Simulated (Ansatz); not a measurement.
Before relaxation, (100) slab as cut from the bulk (AlRu, Pm-3m (No. 221), (1 0 0) face):

```
CELL_PARAMETERS angstrom
2.98262 0.00000 0.00000
0.00000 2.98262 0.00000
0.00000 0.00000 23.94787
ATOMIC_POSITIONS crystal
Al 0.00000 0.00000 0.31318
Ru 0.50000 0.50000 0.37545
Al 0.00000 0.00000 0.43773
Ru 0.50000 0.50000 0.50000
Al 0.00000 0.00000 0.56227
Ru 0.50000 0.50000 0.62455
Al 0.00000 0.00000 0.68682
```

Method: Ansatz, DFT r2SCAN, scalar-relativistic, plane waves, PAW. Settings: cutoff 500 eV, Γ-centred mesh 12×12×1 on the computed 7-atom cell, Gaussian smearing of 0.10 eV; no spin polarisation. The cell repeats along c with a dipole correction in the vacuum.

All atoms are free. The cell is fixed. Force threshold 0.02 eV/Å.

Question: Where does it end?

Answer: The energy falls by 0.513 eV in 5 steps, to:

```xyz
7
Lattice="2.9826 0.0000 0.0000 0.0000 2.9826 0.0000 0.0000 0.0000 23.9479" Properties=species:S:1:pos:R:3 pbc="T T T"
Al    0.0000    0.0000    7.7223
Ru    1.4913    1.4913    8.9431
Al    0.0000    0.0000   10.5087
Ru    1.4913    1.4913   11.9739
Al    0.0000    0.0000   13.4392
Ru    1.4913    1.4913   15.0048
Al    0.0000    0.0000   16.2256
```

Cost: 1 run of about 7.5 core-minutes, on Intel Xeon Processor @ 2.50GHz (Skylake/Cascade Lake) (shared hosts).